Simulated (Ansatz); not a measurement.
Rh: energy along a strain

Rh, Fm-3m, a = 3.803 Å (as given, not relaxed at this level: -11.2 GPa). Ansatz: LDA, PAW, 420 eV, Γ-centred 22×22×22 mesh on 1 atom, Gaussian smearing 0.15 eV; no spin polarisation. Cell vectors (Å): 0.000 1.902 1.902; 1.902 0.000 1.902; 1.902 1.902 0.000. The cell is strained by x per cent times the pattern (1 0 0 0 0 0) in the order xx yy zz yz xz xy (engineering shears), with fractional coordinates held. y is the free energy over the start, V0 = 13.752 Å³/atom.

```tsv
x (%)	y (meV/atom)
-4.00	?
-3.00	-11.38
-2.00	-11.63
-1.00	-7.75
0.00	0.00
1.00	11.38
2.00	26.15
3.00	44.06
3.50	54.13
4.00	64.90
```

Problem. Fit y = c1 x + c2 x² + c3 x³ to the other rows, get the stiffness along the pattern, and predict the missing energy.

Solution. Least squares on the rows shown. y = 9.6034 x + 1.8157 x² − 0.040165 x³. The clamped-ion stiffness p·C·p = 2 × 18.16 eV × 160.2 / 13.752 Å³ = 423 GPa, which is C11 in these axes (second derivative at the start, which stands under stress). At x = -4.00 the fit asked for gives -6.79 meV/atom. The run gave -6.74 meV/atom, so the fit is 0.05 meV/atom too low, a small miss on the scale of the series.

Cost: 10 runs of about 3 core-minutes in all, on AMD EPYC (Zen 3) (shared hosts).